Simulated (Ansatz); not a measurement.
GaO:
```
CELL_PARAMETERS angstrom
      3.07554     0.00000     0.00000
     -1.53777     2.66350     0.00000
      0.00000     0.00000    12.40293
ATOMIC_POSITIONS crystal
  Ga 0.33333 0.66667 0.15035
  Ga 0.66667 0.33333 0.65035
  Ga 0.66667 0.33333 0.84965
  Ga 0.33333 0.66667 0.34965
  O  0.33333 0.66667 0.59457
  O  0.66667 0.33333 0.09457
  O  0.66667 0.33333 0.40543
  O  0.33333 0.66667 0.90543
```

Relaxed with r²SCAN+D4.

Task: Give the Bader charges and basin volumes of the independent atoms, the program Ansatz at the r²SCAN+D4 level (PAW).

Result: 

```tsv
atom	Bader charge (e)	Bader volume (Å³)
Ga1	+1.28	11.9
O5	-1.28	13.5
```

Space group P6_3/mmc. The start of the workflow was typed in or built on a structure type; neither database checked (COD, Materials Project) lists it. Its standing as an ambient phase is unchecked. The r²SCAN+D4 relaxation kept the symmetry of its start; its stability against distortions is not shown here.

Potentials: the earlier of the program's two PAW sets.
